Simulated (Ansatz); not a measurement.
The start is a relaxed TiSi2 cell, doubled along one cell vector, shaken by Gaussian noise of σ = 0.08 Å a coordinate. Cell shape, volume and atoms are optimised at zero target pressure with r2SCAN (plane waves to 500 eV, PAW, scalar-relativistic; Ansatz, a program for electronic structure). The first steps use a coarse 4×4×2 k-mesh.

Input geometry:
```
CELL_PARAMETERS angstrom
      5.62808     0.00000     0.00000
      0.00000     5.62808     0.00000
      0.00000     0.00000    11.25617
ATOMIC_POSITIONS crystal
  Si 0.72774 0.73364 0.38006
  Si 0.73974 0.76649 0.87888
  Si 0.75718 0.22613 0.12682
  Si 0.76615 0.24552 0.63666
  Si 0.27183 0.74172 0.12427
  Si 0.25021 0.75823 0.62281
  Si 0.26268 0.25807 0.36474
  Si 0.25326 0.26432 0.87291
  Ti 0.02004 0.99738 0.00267
  Ti 0.99460 0.00234 0.48197
  Ti 0.49973 0.49494 0.25630
  Ti 0.49182 0.47891 0.74782
```

What is the largest force in the starting geometry, and on which atom (counted from 1)?

About 2.7 eV/Å, on Ti11 (atoms numbered as listed).

How much energy is released per atom?

1.74 eV/atom.

How does the volume change?

-49.9 %, from 29.71 to 14.89 Å³/atom.

Does it find its way back to the structure it was made from?

It does not go back: it reaches P1 (No. 1), 1.70 eV/atom below the parent.

How do the shortest distances between atoms change?

The closest pairs of elements (up to four, under 3.6 Å), start → end: Si–Ti 2.25 → 2.46 Å; Si–Si 3.75 → 2.36 Å; Ti–Ti 4.68 → 2.93 Å.

What band gap does the relaxed structure have at this level?

Zero (metallic).

Give the final cell and atomic positions.


```
CELL_PARAMETERS angstrom
      4.77644     0.00000     0.00000
     -0.01357     4.89894     0.00000
     -1.37673    -0.30618     7.63484
ATOMIC_POSITIONS crystal
  Si 0.35417 0.62990 0.55436
  Si 0.06450 0.59052 0.24466
  Si 0.69771 0.88734 0.78617
  Si 0.49777 0.86634 0.18475
  Si 0.71587 0.52403 0.98328
  Si 0.26370 0.09495 0.43857
  Si 0.93662 0.34810 0.61457
  Si 0.38609 0.14780 0.93000
  Ti 0.98260 0.09290 0.10732
  Ti 0.82450 0.85605 0.48307
  Ti 0.18297 0.62655 0.89180
  Ti 0.56527 0.37053 0.28554
```

Final values are on a 10×10×6 k-mesh of the relaxed cell. No spin polarisation in the result.

The relaxed structure here is a generated cell of TiSi2: the first start was made by placing the elements on the sites of a structure type, and the end was not matched to a known phase here, so it may be hypothetical. Known forms of TiSi2 include space group No. 63, 70.
